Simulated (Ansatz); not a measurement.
All numbers below come from DFT PBE, scalar-relativistic, plane waves, PAW in Ansatz 0.2.0. All cells share a 420 eV cutoff and Γ-centred k meshes spaced at most about 0.3 Å⁻¹ (about 0.25 or finer for metals, 2π included). Collinear spin in cells that started with moments and kept them past the coarse steps, no spin elsewhere.

These are static total energies at zero pressure. All come from trial cells, and lower structures may exist.

Question: Order these relaxed structures of Mn₂Al₂Cu by energy, lowest first, with the energy over the lowest of them.
A.

```
CELL_PARAMETERS angstrom
4.13894 0.00000 0.00000
-2.06947 3.58443 0.00000
0.00000 0.00000 5.22640
ATOMIC_POSITIONS crystal
Mn 0.00000 0.00000 0.00000
Mn 0.33333 0.66667 0.50000
Al 0.66667 0.33333 0.74727
Al 0.66667 0.33333 0.25273
Cu 0.33333 0.66667 0.00000
```

B.

```
CELL_PARAMETERS angstrom
3.87869 0.00000 0.00000
0.00000 3.87869 0.00000
0.00000 0.00000 5.18048
ATOMIC_POSITIONS crystal
Mn 0.50000 0.50000 0.13478
Mn 0.00000 0.00000 0.30757
Al 0.50000 0.00000 0.85440
Al 0.00000 0.50000 0.85440
Cu 0.50000 0.50000 0.57437
```

C.

```
CELL_PARAMETERS angstrom
3.62104 0.00000 0.00000
-1.81052 3.13591 0.00000
0.00000 0.00000 8.23602
ATOMIC_POSITIONS crystal
Mn 0.33333 0.66667 0.00000
Mn 0.66667 0.33333 0.00000
Al 0.00000 0.00000 0.20667
Al 0.00000 0.00000 0.79333
Cu 0.00000 0.00000 0.50000
```

Answer: A (0 meV/atom), B (126 meV/atom), C (357 meV/atom). Forms: A P-6m2, moments up to 3.4 μB; B P4mm, moments up to 3.9 μB; C P6/mmm, no spin. Counting all near atoms (those within 1.25 times the shortest distance at each site; a plus sign parts nearer from farther groups; a slash parts the counts of unlike sites): A has Mn 8/3+6, Al 11, Cu 11; B has Mn 5/12+4, Al 4+4, Cu 5; C has Mn 3, Al 1+6, Cu 2. Even the lowest lies +0.16 eV/atom against the elements.

The magnetic state reached may not be the lowest. Trial moments died out on the coarse mesh in P6/mmm; another magnetic start might hold. Cells relaxed within their symmetry can be saddle points. Some candidate types were left out of the draw beforehand, so a known form may be missing.
